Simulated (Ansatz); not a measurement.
# NMR crystallography of ZnS with Cu replacing Zn: given against relaxed positions

Start: a supercell of ZnS (zinc blende type, F-43m) built from a structure deposited in the COD (the entry's cell lengths or inner coordinates differ somewhat from later room-temperature determinations), with all atoms left at the host's positions.

Space group F-43m (No. 216); a = 16.2120 Å.

```csv
site,Wyckoff,site symmetry,x,y,z
Cu,4a,-43m,0.5000,0.0000,0.5000
Zn2,48h,..m,0.6667,0.0000,0.6667
Zn5,16e,.3m,0.8333,0.8333,0.6667
Zn9,16e,.3m,0.1667,0.6667,0.8333
Zn15,24f,2.mm,0.0000,0.6667,0.0000
S28,16e,.3m,0.4167,0.0833,0.4167
S30,24g,2.mm,0.7500,0.0833,0.7500
S32,48h,..m,0.7500,0.9167,0.5833
S41,4d,-43m,0.7500,0.7500,0.7500
S45,16e,.3m,0.0833,0.5833,0.9167
```

One atom of each set is listed; the run and its k-mesh use a cell of 54 atoms with edges of 11.46, 11.46, 11.46 Å.

All values are calculated (Ansatz; DFT, PBE, plane waves and PAW, scalar-relativistic, 420 eV cutoff, Γ-centred 2×2×2 k-points, Fermi–Dirac smearing 0.01 eV, cell charge -1), not measured.

The largest force at the start is 0.38 eV/Å. Relaxing the ions at fixed cell moves them by 0.049 Å at most (atom 6, Zn) and 0.026 Å rms.

```
site  moved (Å)              first shell before               first shell after  V_zz before (10²¹ V/m²)  η before
  Cu      0.000                   4 S at 2.34 Å                   4 S at 2.30 Å                     0.00         –
 Zn2      0.049                   4 S at 2.34 Å              4 S at 2.31–2.36 Å                    -1.00      0.48
 Zn5      0.006                   4 S at 2.34 Å              4 S at 2.34–2.35 Å                     0.22      0.00
 Zn9      0.013                   4 S at 2.34 Å              4 S at 2.34–2.35 Å                     0.28      0.00
Zn15      0.011                   4 S at 2.34 Å              4 S at 2.34–2.35 Å                    -0.17      0.73
 S28      0.041  1 Cu at 2.34 Å, 3 Zn at 2.34 Å  1 Cu at 2.30 Å, 3 Zn at 2.31 Å                    -3.73      0.00
 S30      0.005                  4 Zn at 2.34 Å             4 Zn at 2.34–2.35 Å                    -0.99      0.32
 S32      0.005                  4 Zn at 2.34 Å             4 Zn at 2.34–2.36 Å                     0.51      0.10
 S45      0.001                  4 Zn at 2.34 Å                  4 Zn at 2.35 Å                   -0.040      0.00
```

Problem. What are V_zz and η after the relaxation?

Solution. 

```csv
site,V_zz after,η after,change of V_zz
Cu,0.00,–,0.00
Zn2,-1.81,0.25,-0.81
Zn5,0.28,0.00,+0.06
Zn9,0.45,0.00,+0.17
Zn15,-0.33,0.91,-0.16
S28,-3.24,0.00,+0.49
S30,0.39,0.58,–
S32,-0.38,0.80,–
S45,-0.070,0.00,-0.03
```

The largest change of V_zz along a kept axis is on Zn2, from -1.00 to -1.81. In per cent, |V_zz| changes by +81 on Zn, -13 on S (all sites that start above 0.5, bar those whose gradient vanishes or changes sign or whose main axis turns by over 40°). Where |V_zz| stays above 0.1 and the axes keep their order, η moves most on Zn2, from 0.48 to 0.25. On S30, S32 the largest principal value lies along another axis in the second run, so the two V_zz can't be compared directly. Other sites without a gradient aren't listed.

The defect repeats with the cell of 54 atoms, so it feels its images: sites between two images don't show the values beside a lone defect, and zeros or small values of η there can come from the images' arrangement. A uniform background compensates the cell's charge.
Before: The neighbours have not yet relaxed around the defect (largest force 0.38 eV/Å), so a real crystal will differ.
After: The relaxation keeps the site symmetry -43m of the start, so the impurity can't leave its site; a start off the site could end lower.
